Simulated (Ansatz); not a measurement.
Starting cell, AlRu (CsCl type):

```xyz
2
Lattice="2.9825 0.0000 0.0000 0.0000 2.9825 0.0000 0.0000 0.0000 2.9825" Properties=species:S:1:pos:R:3 pbc="T T T"
Al     0.0000     0.0000     0.0000
Ru     1.4913     1.4913     1.4913
```

The atoms are displaced by Q × the pattern below (from a DFPT mode at Γ, largest move 1; Q in Å), at fixed cell. It is one choice among 3 degenerate patterns.

```json
[
 {"atom": "Al1", "x": "0.000", "y": "0.000", "z": "1.000"},
 {"atom": "Ru2", "x": "0.000", "y": "0.000", "z": "-0.267"}
]
```

All values below come from r2SCAN (plane waves to 500 eV, PAW, scalar-relativistic; Ansatz, an electronic-structure program). k mesh 16×16×16 (Γ-centred), Fermi-Dirac smearing 0.05 eV. Energies are smeared free energies. With partly filled bands, energies and forces of such displacements shift with the k mesh and the smearing. AlRu is run without spin polarisation. AlRu was relaxed with its symmetry unable to fall. The zero of ΔE is the undisplaced structure.

The scan covers Q from -0.100 to 0.100 Å in 13 points.

Is this a single well or a double well?

A single well with its minimum at or next to zero displacement.

Which space group does the distorted structure have?

P4mm (No. 99), lowered from Pm-3m.

Is the energy the same for equal positive and negative displacements?

Even: the same for both signs.

What is the energy change at Q = 0.100 Å?

65 meV/cell.

What harmonic wavenumber does the curvature at Q = 0 give?

323 cm⁻¹.

(A displaced cell: forces are minus the slopes of the energy, force constants its curvatures, and phonons follow from these.)
